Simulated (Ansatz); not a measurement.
# W7Au: start and end of a relaxation

The cell of W7Au is invented: random cell by space group and Wyckoff sites (F-43m, No. 216). Lengths were set from tabulated atomic sizes, so they are only a guess.

start.cif

```cif
data_structure
_symmetry_space_group_name_H-M 'F-43m'
_symmetry_Int_Tables_number 216
_cell_length_a 8.3244
_cell_length_b 8.3244
_cell_length_c 8.3244
_cell_angle_alpha 90.000
_cell_angle_beta 90.000
_cell_angle_gamma 90.000
_cell_volume 576.84
loop_
_atom_site_label
_atom_site_type_symbol
_atom_site_symmetry_multiplicity
_atom_site_Wyckoff_symbol
_atom_site_fract_x
_atom_site_fract_y
_atom_site_fract_z
_atom_site_occupancy
W1 W 24 f 0.76917 0.00000 0.00000 1
W2 W 4 d 0.25000 0.25000 0.75000 1
Au1 Au 4 b 0.50000 0.00000 0.00000 1
```

Level of theory: DFT PBE, scalar-relativistic, plane waves, PAW in Ansatz. Cutoff 420 eV, Gaussian smearing, Γ-centred meshes. Cell and atoms relax first on a coarse mesh and then on a finer one. In between, the cell is made exact in the group found at 0.06 Å. In metals the finer mesh still leaves noise of several meV/atom or more. The steps can't lower the symmetry of their start. No spin polarisation.

end.cif

```cif
data_structure
_symmetry_space_group_name_H-M 'F-43m'
_symmetry_Int_Tables_number 216
_cell_length_a 8.8099
_cell_length_b 8.8099
_cell_length_c 8.8099
_cell_angle_alpha 90.000
_cell_angle_beta 90.000
_cell_angle_gamma 90.000
_cell_volume 683.77
loop_
_atom_site_label
_atom_site_type_symbol
_atom_site_symmetry_multiplicity
_atom_site_Wyckoff_symbol
_atom_site_fract_x
_atom_site_fract_y
_atom_site_fract_z
_atom_site_occupancy
W1 W 24 f 0.79240 0.00000 0.00000 1
W2 W 4 d 0.25000 0.25000 0.75000 1
Au1 Au 4 b 0.50000 0.00000 0.00000 1
```

The symmetry stays F-43m (No. 216). The volume per atom grows by 18.5 %, from 18.0 to 21.4 Å³. The shortest distance goes from 2.24 Å (W–Au) to 2.58 Å (W–Au). The energy falls by about 0.80 eV/atom (the start's value is from the coarse mesh). The end is written in a standard setting, so origin, axes and order of atoms can differ from the start's.

```yaml
Volume_per_atom: 21.37 Å³
Density: 14.41 g/cm³
Energy_over_the_elements: +1.64 eV/atom
Gap_on_the_8×8×8_mesh_of_the_8-atom_cell: 0 eV (a metal)
```

The zero of energy is the elements' standard structures at the same level; no fitted shifts are applied. The separate elements lie lower, so it is unstable against them.

The last run used Gaussian smearing of 0.10 eV. These runs have no spin–orbit coupling, which can matter for Au and W. The cell is a metal run without spin; a magnetic state may lie lower. Symmetry constrained the relaxation, so the result can be a saddle point. In all, the 3 runs took 2.9 min on 1 thread of AMD EPYC 7B13 (Zen 3), on a shared host.
